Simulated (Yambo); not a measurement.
Yambo run on Rb2NaYF6 (space group Fm-3m, No. 225). The wavefunctions are PBEsol (pw.x of Quantum ESPRESSO, ONCV potentials, scalar-relativistic) ones on a 2×2×2 mesh (40 occupied bands); a = 6.3829 Å, b = 6.3829 Å, c = 6.3829 Å, α = 60.00°, β = 60.00°, γ = 60.00°.

Yambo input:

```
rim_cut
HF_and_locXC
RandQpts= 1000000
RandGvec= 1 Ry
EXXRLvcs= 88 Ry
VXCRLvcs= 352 Ry
% QPkrange
 1 | 1 | 40 | 41 |
 2 | 2 | 40 | 41 |
 3 | 3 | 40 | 41 |
%
```

k points by index: 1 = Γ, 2 = L, 3 = X.

Table of the .hf output:

```
#    K-point    Band    Eo [eV]    Ehf [eV]    Vxc [eV]    Vnlxc [eV]
#
    1    40    0.000000    -7.761119    -22.07213    -29.83325
    1    41    6.323639    10.55011    -8.369858    -4.143392
    2    40    -0.135262    -7.917315    -21.78319    -29.56524
    2    41    8.203942    12.92182    -11.17769    -6.459813
    3    40    -0.010520    -7.761221    -22.03380    -29.78450
    3    41    8.279593    14.15621    -14.28672    -8.410104
```
Exchange alone, without screening.

Geometry of the Materials Project entry, not relaxed at this level.
